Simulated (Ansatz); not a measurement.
Geometry optimisation in Ansatz: input, command and trajectory.

```yaml
crystal:
  lattice:
    - [0.0, 3.8119881224, 3.8119881224]
    - [3.8119881224, 0.0, 3.8119881224]
    - [3.8119881224, 3.8119881224, 0.0]
  atoms:
    - { symbol: In, position: [0.625, 0.625, 0.625] }
    - { symbol: In, position: [0.125, 0.625, 0.625] }
    - { symbol: In, position: [0.625, 0.625, 0.125] }
    - { symbol: In, position: [0.625, 0.125, 0.625] }
    - { symbol: B, position: [0.0, 0.0, 0.0] }
    - { symbol: B, position: [0.25, 0.25, 0.25] }
basis:
  ecutwfc: 420
kpoints:
  mp_grid: { grid: [4, 4, 4] }
hamiltonian:
  xc: pbe
scf:
  occupations: { method: gaussian, width: 0.1 }
  lower_state_search: "off"
output:
  forces: true
  stress: true
  eigenvalues: true
relax:
  adjacent_minimum: "off"
  f_tol: 0.04
  max_steps: 70
  cell: { stress_tol: 0.4 }
```

```bash
ansatz run input.yaml --threads 1 --pin off --max-ram 2560MiB --backend cpu --events-out ev --progress --plain --runs-dir out
```

Theory: Ansatz, DFT PBE, scalar-relativistic, plane waves, PAW.

Of 5 frames 5 are shown, positions in Å and forces in eV/Å; the SCF threshold varies from step to step. Steps run on the plane waves of an earlier cell, with a Pulay correction in the pressure. The basis is chosen afresh for the last frame, the zero of the energies, and at times for earlier ones too; energy and pressure step there, also at an unchanged geometry. Here that happened at step 5 (-4 meV/atom, 0.2 GPa); the frames before carry an error of that size.

```xyz
6
Lattice="0.0000 3.8120 3.8120 3.8120 0.0000 3.8120 3.8120 3.8120 0.0000" Properties=species:S:1:pos:R:3:forces:R:3 pbc="T T T" step=1 free_energy_over_end_meV_per_atom=308.56 pressure_GPa=21.80
In    4.7650    4.7650    4.7650    0.0000    0.0000    0.0000
In    4.7650    2.8590    2.8590    0.0000    0.0000    0.0000
In    2.8590    2.8590    4.7650    0.0000    0.0000    0.0000
In    2.8590    4.7650    2.8590    0.0000    0.0000    0.0000
B     0.0000    0.0000    0.0000    0.0000    0.0000    0.0000
B     1.9060    1.9060    1.9060    0.0000    0.0000    0.0000
6
Lattice="0.0000 3.9978 3.9978 3.9978 0.0000 3.9978 3.9978 3.9978 0.0000" Properties=species:S:1:pos:R:3:forces:R:3 pbc="T T T" step=2 free_energy_over_end_meV_per_atom=65.88 pressure_GPa=7.53
In    4.9973    4.9973    4.9973    0.0000    0.0000    0.0000
In    4.9973    2.9984    2.9984    0.0000    0.0000    0.0000
In    2.9984    2.9984    4.9973    0.0000    0.0000    0.0000
In    2.9984    4.9973    2.9984    0.0000    0.0000    0.0000
B     0.0000    0.0000    0.0000    0.0000    0.0000    0.0000
B     1.9989    1.9989    1.9989    0.0000    0.0000    0.0000
6
Lattice="0.0000 4.1117 4.1117 4.1117 0.0000 4.1117 4.1117 4.1117 0.0000" Properties=species:S:1:pos:R:3:forces:R:3 pbc="T T T" step=3 free_energy_over_end_meV_per_atom=11.37 pressure_GPa=2.32
In    5.1396    5.1396    5.1396    0.0000    0.0000    0.0000
In    5.1396    3.0838    3.0838    0.0000    0.0000    0.0000
In    3.0838    3.0838    5.1396    0.0000    0.0000    0.0000
In    3.0838    5.1396    3.0838    0.0000    0.0000    0.0000
B     0.0000    0.0000    0.0000    0.0000    0.0000    0.0000
B     2.0558    2.0558    2.0558    0.0000    0.0000    0.0000
6
Lattice="0.0000 4.1810 4.1810 4.1810 0.0000 4.1810 4.1810 4.1810 0.0000" Properties=species:S:1:pos:R:3:forces:R:3 pbc="T T T" step=4 free_energy_over_end_meV_per_atom=3.68 pressure_GPa=-0.02
In    5.2262    5.2262    5.2262    0.0000    0.0000    0.0000
In    5.2262    3.1357    3.1357    0.0000    0.0000    0.0000
In    3.1357    3.1357    5.2262    0.0000    0.0000    0.0000
In    3.1357    5.2262    3.1357    0.0000    0.0000    0.0000
B     0.0000    0.0000    0.0000    0.0000    0.0000    0.0000
B     2.0905    2.0905    2.0905    0.0000    0.0000    0.0000
6
Lattice="0.0000 4.1810 4.1810 4.1810 0.0000 4.1810 4.1810 4.1810 0.0000" Properties=species:S:1:pos:R:3:forces:R:3 pbc="T T T" step=5 free_energy_over_end_meV_per_atom=0.00 pressure_GPa=0.15
In    5.2262    5.2262    5.2262    0.0000    0.0000    0.0000
In    5.2262    3.1357    3.1357    0.0000    0.0000    0.0000
In    3.1357    3.1357    5.2262    0.0000    0.0000    0.0000
In    3.1357    5.2262    3.1357    0.0000    0.0000    0.0000
B     0.0000    0.0000    0.0000    0.0000    0.0000    0.0000
B     2.0905    2.0905    2.0905    0.0000    0.0000    0.0000
```

The start puts this composition into another compound's structure type, which needn't suit it. The cell swells from 18.5 to 24.4 Å³ an atom, so the end can be far from any stable crystal. At the end the space group is Fd-3m (tolerance 0.05 Å).

Time: 12 s on 1 thread of Arm Neoverse V1 (shared host), peak memory 0.39 GiB.

The k mesh is coarse.